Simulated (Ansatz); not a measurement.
Nb2AlB2:
```cif
data_Al2B4Nb4
_chemical_formula_sum 'Al2 Nb4 B4'
_space_group_name_H-M_alt 'Cmmm'
_space_group_IT_number 65
_space_group_name_Hall '-C 2 2'
_cell_length_a 3.15062
_cell_length_b 11.67243
_cell_length_c 3.31796
_cell_angle_alpha 90.000
_cell_angle_beta 90.000
_cell_angle_gamma 90.000
loop_
_atom_site_label
_atom_site_type_symbol
_atom_site_symmetry_multiplicity
_atom_site_Wyckoff_symbol
_atom_site_fract_x
_atom_site_fract_y
_atom_site_fract_z
_atom_site_occupancy
Al1 Al 2 a 0.00000 0.00000 0.00000 1
Nb1 Nb 4 j 0.50000 0.14229 0.50000 1
B1 B 4 i 0.00000 0.21097 0.00000 1
```
(The calculation used a cell of 5 atoms; values per cell refer to that cell.)

Relaxed at zero pressure with the program Ansatz at the PBE level (PAW).

Question: The volume is lowered by 6 % and shape and atoms relax at that volume. What pressure results, and how do the axes share the change?

Answer: 13.8 GPa; a -1.6 %, b -2.8 %, c -1.7 %; the energy rises by 30 meV/atom.

Question: Give the new structure.

Answer: 
Space group Cmmm (No. 65); a = 3.099 Å, b = 11.345 Å, c = 3.262 Å, α = β = γ = 90.00°

```csv
atom,site,symmetry,x,y,z
Al,2a,mmm,0.0000,0.0000,0.0000
Nb,4j,m2m,0.5000,0.1402,0.5000
B,4i,m2m,0.0000,0.2095,0.0000
```

The phase is kept; no other phase was compared at this pressure.

The start of the workflow was typed in or built on a structure type; neither database checked (COD, Materials Project) lists it. Whether it is the stable phase at ambient conditions was not checked. The cell was relaxed with PBE under the symmetry of its start; its stability against distortions is not shown here. The run is not spin-polarised.

Potentials: the later of the program's two PAW sets.
